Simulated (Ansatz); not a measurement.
BN, NiAs type, relaxed with r2SCAN, was run in Ansatz 0.2.0 under altered settings. All numbers are computed, without spin polarisation but where a row says otherwise.

```yaml
crystal:
  lattice:
    - [2.49134, 0.00000, 0.00000]
    - [-1.24567, 2.15756, 0.00000]
    - [0.00000, 0.00000, 4.00106]
  atoms:
    - { symbol: B, position: [0.00000, 0.00000, 0.00000] }
    - { symbol: B, position: [0.00000, 0.00000, 0.50000] }
    - { symbol: N, position: [0.33333, 0.66667, 0.25000] }
    - { symbol: N, position: [0.66667, 0.33333, 0.75000] }
```

The base run's other keys:
```yaml
kpoints:
  mp_grid: { grid: [6, 6, 4] }
hamiltonian:
  xc: hse06
scf:
  occupations: { method: fixed }
  n_extra_bands: 5
```

It takes 11 iterations with 391 plane waves at 420 eV and 21 k points, and leaves a mean stress of -7.89 GPa. The gap over this mesh is 2.603 eV. It ran on 4 threads of Arm Neoverse N1, on a shared host.

Outcomes, with energy and stress as changes against the base:

| setting | outcome | ΔF (meV/atom) | Δ mean stress (GPa) | gap on the mesh (eV) | iterations | wall time |
| --- | --- | --- | --- | --- | --- | --- |
| hamiltonian.xc: lc_wpbe | converged | – | -6.3 | 7.743 | 14 | 7.8 s |
| hamiltonian.xc: r2scan50 (cutoff then 500 eV) | converged | – | -10.9 | 5.259 | 16 | 9.1 s |
| PBE hybrid, exx coeff 1.5, omega 0.2078 1/Å | refused | – | – | – | – | 0.03 s |
| scf.mixing.preconditioner: none | converged | 0.0 | 0.0 | 2.603 | 11 | 6.1 s |

A dash marks a value that wasn't obtained or can't be compared. Stress is positive in compression. The base took 6.2 s.

- hamiltonian.xc: lc_wpbe. The mean stress moves by -6.3 GPa and the gap on the mesh by +5.140 eV (to 7.743). It's another functional on the same cell, so totals aren't comparable.
- hamiltonian.xc: r2scan50. The cutoff follows the functional, from 420 to 500 eV. The mean stress moves by -10.9 GPa and the gap on the mesh by +2.655 eV (to 5.259). It's another functional on the same cell, so totals aren't comparable.
- PBE hybrid, exx coeff 1.5, omega 0.2078 1/Å. The input is refused before any iteration. Error: invalid value for `hamiltonian.xc.exx.coeff`: must be finite and in (0, 1]; got 1.5

Within 1 meV an atom, 0.1 GPa and 0.005 eV of the base stay: scf.mixing.preconditioner: none.

The program warns that its thresholds are loose for a hybrid's stress.

The meshes of the hybrids are coarse, so their gaps aren't converged to the digits shown.
